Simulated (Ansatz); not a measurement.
Relaxed CeO2 (fluorite):

```
CeO2
1.0
    0.00000     2.73224     2.73224
    2.73224     0.00000     2.73224
    2.73224     2.73224     0.00000
Ce O
1 2
Direct
  0.00000   0.00000   0.00000
  0.25000   0.25000   0.25000
  0.75000   0.75000   0.75000
```

Calculation: PBE (plane waves to 420 eV, PAW, scalar-relativistic; Ansatz, a quantum-chemistry and plane-wave program). k mesh 8×8×8 (Γ-centred), Fermi-Dirac smearing 0.05 eV. CeO2 is run without spin polarisation. CeO2 was relaxed with its symmetry unable to fall. The PAW data are Ansatz's earlier set. The filling of the f shell was not checked against other fillings, so treat energies with care.

One atom of the cell was then moved (with its periodic images), all else fixed, and the forces (eV/Å) came out as:

```json
[
 {"atom": "Ce1", "Fx": "1.238", "Fy": "0.000", "Fz": "0.000"},
 {"atom": "O2", "Fx": "-0.619", "Fy": "0.000", "Fz": "0.000"},
 {"atom": "O3", "Fx": "-0.619", "Fy": "0.000", "Fz": "0.000"}
]
```

Task: Which atom was moved, and by which vector (Å)?

Result: Ce1, by (-0.19, 0.00, 0.00), 0.19 Å in all.

(For displaced atoms, the force is minus the slope of the energy, and its curvature is a force constant, which sets phonon frequencies.)
